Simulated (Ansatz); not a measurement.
Consider the following.

ReC:
```
CELL_PARAMETERS angstrom
      2.66948     0.00000     0.00000
      0.00000     2.66948     0.00000
      0.00000     0.00000     2.66948
ATOMIC_POSITIONS crystal
  Re 0.00000 0.00000 0.00000
  C  0.50000 0.50000 0.50000
```

This is the PBEsol-relaxed structure.

**Question.** All from DFT-PBEsol in the program Ansatz with PAW potentials, unless another level is named. Give the Hill bulk and shear moduli.

**Answer.** 430 and 178 GPa.

**Question.** Predict the elastic constants (relaxed ions, GPa).

**Answer.** C11 = 1050, C12 = 118, C44 = 80.3.

Space group Pm-3m (CsCl type). The cell is a constructed one: a structure type filled with these elements; neither database checked (COD, Materials Project) lists it. Its standing as an ambient phase is unchecked. Symmetry was held in the PBEsol relaxation. At this level the phase is dynamically unstable (imaginary phonons). No spin polarisation was allowed. As this level gives no gap, shear constants depend on the k-mesh and smearing (Fermi–Dirac, 0.1 eV here). On the denser mesh and wider smearing of the elastic run this cell carries a stress of 0.4 GPa. Scalar-relativistic: spin–orbit coupling is off unless named, which matters more the heavier the elements.

Potentials: the earlier of the program's two PAW sets. The files were generated under PBE; for other functionals the program regenerates the frozen cores, and for LDA and PBEsol the local potential too.
